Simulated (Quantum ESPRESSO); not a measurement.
Inputs of pw.x and gipaw.x (a modified build of Quantum ESPRESSO, PBE) for BaTe; the starting potential comes from an earlier run on another mesh:

```
&CONTROL
  calculation = 'scf'
  prefix = 'x'
  pseudo_dir = './pseudo'
  outdir = './out'
  tprnfor = .true.
/
&SYSTEM
  ibrav = 0
  nat = 2
  ntyp = 2
  ecutwfc = 40
  ecutrho = 160
  occupations = 'fixed'
  nbnd = 8
/
&ELECTRONS
  conv_thr = 1e-11
  startingpot = 'file'
/
ATOMIC_SPECIES
Ba 137.327 Ba.GGA_PBE-JTH.UPF
Te 127.600 Te.GGA_PBE-JTH.UPF
CELL_PARAMETERS angstrom
    0.000000000000     3.493000000000     3.493000000000
    3.493000000000     0.000000000000     3.493000000000
    3.493000000000     3.493000000000     0.000000000000
ATOMIC_POSITIONS crystal
Ba     0.000000000000     0.000000000000     0.000000000000
Te     0.500000000000     0.500000000000     0.500000000000
K_POINTS automatic
6 6 6 1 1 1
```

```
&INPUTGIPAW
  job = 'nmr'
  prefix = 'x'
  tmp_dir = './out/'
  restart_mode = 'from_scratch'
  pawproj(1) = .true.
  pawproj(2) = .true.
  use_nmr_macroscopic_shape = .false.
/
```

The cell was made here from an entry of the Crystallography Open Database (unchecked): atoms relaxed with PBE in the measured cell (PBE without dispersion, pw.x of Quantum ESPRESSO, symmetry kept).  Stability against distortions was not tested.

What does gipaw.x print for the total shieldings?


```
     f-sum rule (should be   -19.3273):
           -19.3248          0.0000          0.0000
             0.0000        -19.3248          0.0000
             0.0000          0.0000        -19.3248

     Total NMR chemical shifts in ppm: ---------------------------------------
     (adopting the Simpson convention for anisotropy and asymmetry)-----------

     Atom  1  Ba  pos: (  0.000000  0.000000  0.000000)  Total sigma:        4359.77
          4359.7657         -0.0000          0.0000
            -0.0000       4359.7657          0.0000
            -0.0000         -0.0000       4359.7657

     Ba      1    anisotropy:      0.00    eta:    0.0000
     Ba      1    sigma_11=   4359.77
     Ba      1    sigma_22=   4359.77
     Ba      1    sigma_33=   4359.77

     Atom  2  Te  pos: (  0.707107  0.707107  0.707107)  Total sigma:        2313.43
          2313.4315         -0.0000         -0.0000
            -0.0000       2313.4315         -0.0000
            -0.0000         -0.0000       2313.4315

     Te      2    anisotropy:     -0.00    eta:    0.0000
     Te      2    sigma_11=   2313.43
     Te      2    sigma_22=   2313.43
     Te      2    sigma_33=   2313.43
```
The printed anisotropy is 3/2 (σ_33 − σ_iso) in the program's own order; the axes are left out here. All sites are cubic, so the anisotropy vanishes by symmetry. These are absolute shieldings with no macroscopic susceptibility term; δ = σ_ref − σ needs a reference computed alike. In our sweeps, cutoffs and meshes of this size left a few ppm, and up to some 20 ppm on atoms from Zn on. Spin–orbit coupling is left out; its weight grows with the heaviest atom, Ba here. The datasets of Te hold no d projectors, which limits absolute σ on these atoms.
